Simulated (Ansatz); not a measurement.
## Notes on CaB6

```xyz
7
Lattice="4.1867 0.0000 0.0000 0.0000 4.1867 0.0000 0.0000 0.0000 4.1867" Properties=species:S:1:pos:R:3 pbc="T T T"
Ca    2.0934    2.0934    2.0934
B     0.0000    0.0000    1.2267
B     0.0000    0.0000    2.9600
B     1.2267    0.0000    0.0000
B     2.9600    0.0000    0.0000
B     0.0000    1.2267    0.0000
B     0.0000    2.9600    0.0000
```

Method: a composed functional ({exchange: slater, correlation: lda}), no spin polarisation; PAW, plane waves to 420 eV, 8×8×8 Γ-centred mesh, fermi-dirac occupations (width 0.1 eV) (Ansatz 0.2.0), atoms fixed.

Problem. Where is the largest force?

Solution. The largest is on B2 (and as large on other atoms): 0.92 eV/Å, components (0.00, 0.00, 0.92). It makes 0° with the line to a nearest neighbour, B3 at 1.73 Å, pointing towards it.

Problem. What does the stress say?

Solution. The pressure is -8.7 GPa (compression positive), so with the atoms held at these fractions the cell would first shrink; the forces are large, so a full relaxation may end otherwise.

Problem. Give the Bader charges.

Solution. Bader charges in e: Ca +1.52, B -0.25. In the mean Ca gives up most and B takes most.

Problem. Metal or insulator? Give the gap.

Solution. The gap is 0.15 eV, direct at the points sampled. A semilocal functional usually gives too small a gap.

Origin: a database entry at a rescaled volume. Caveats: the gap is not wide against the smearing.
